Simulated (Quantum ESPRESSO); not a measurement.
# Computed records: Si6GeC (made-up cell)

Computed with Quantum ESPRESSO 7.5. Calculation on a made-up crystal cell, not a measurement: periodic Kohn-Sham density functional theory in plane waves with PseudoDojo standard norm-conserving scalar-relativistic pseudopotentials, each functional with its own files (v0.5 for PBE, v0.4.1 for LDA and PBEsol), no spin polarisation, no spin-orbit coupling, atoms not relaxed, stress positive in tension, energies less a fixed whole-eV offset for each atom's element; levels are Kohn-Sham levels at fractions of this cell's reciprocal vectors, counted from the reference band (half the neutral cell's valence electrons, rounded up) at Gamma; error bars cover cutoff and k-mesh only, not smearing or the files; added strain carries the atoms with the cell, and shear is the tensor component; each bar is the largest change over components, and at least 0.002 eV, 0.002 eV per angstrom or 0.02 GPa; energies are for the whole cell, and the offsets were chosen from early runs and are not element reference energies.

## Si6GeC (made-up cell)

```xyz
8
Lattice="5.7942 -0.0231 -0.0100 -0.0231 5.6869 -0.0253 -0.0100 -0.0253 5.7825" Properties=species:S:1:pos:R:3 Si6GeC
Si    -0.0102     0.0136     0.0259
Si    -0.0048     2.8368     2.8578
Si     2.9078    -0.0668     2.8920
C      2.8388     2.8402    -0.0169
Si     1.5122     1.4391     1.4420
Si     1.4295     4.2815     4.2854
Ge     4.4336     1.4380     4.2581
Si     4.3355     4.2153     1.4425
```

Settings of this run: lattice type zincblende/diamond, functional pbe, cutoff 1116 eV, fermi dirac smearing 0.1 eV, scf tolerance 1e-07 eV, electrons removed 0 and k mesh 6 x 6 x 6, shifted by half a step.

Atoms:
```tsv
atoms element	atom site	atom energy offset (eV)
Si	1	-115
Si	2	-115
Si	3	-115
C	4	-163
Si	5	-115
Si	6	-115
Ge	7	-2430
Si	8	-115
```

Question: Si6GeC (made-up cell): fermi level?
Answer: 0.02778 eV

Question: What pressure does the calculation give for Si6GeC (made-up cell)?
Answer: -12.59 GPa

Question: Estimate the stress xx of Si6GeC (made-up cell).
Answer: 13.12 GPa

Question: Give the table of levels values for Si6GeC (made-up cell).
Answer: 
Levels:
```tsv
level k point	next band up (eV)
Gamma	0.1742
(1/2,1/2,1/2)	-0.5983
(0.15,0,0)	0.2909
(0,0.15,0)	0.2982
(0,0,0.15)	0.2974
```

Further results for Si6GeC (made-up cell):

* free energy less offsets: 3.076 eV
* smearing term minus ts: -0.0224 eV
* scf iterations: 11
* stress yy: 11.59 GPa
* stress zz: 13.06 GPa
* stress yz: -0.2559 GPa
* stress xz: 0.2455 GPa
* stress xy: -0.3423 GPa
* reference band: 21
* error bar energy: 0.003298 eV
* error bar stress: 0.02 GPa
* error bar force: 0.009843 eV/Å
* error bar next band up: 0.002 eV
* error bar fermi level: 0.022 eV
* error bars from: tighter rerun of a related cell

Forces:
```tsv
site	x (eV/Å)	y (eV/Å)	z (eV/Å)
1	0.4787	-0.07175	0.06281
2	0.7883	0.5344	-0.469
3	0.1229	0.3767	-0.2685
4	0.1387	0.2052	0.3172
5	0.4905	0.5864	-1.033
6	0.4084	-0.9152	1.188
7	-1.478	-0.1365	1.29
8	-0.949	-0.5792	-1.088
```
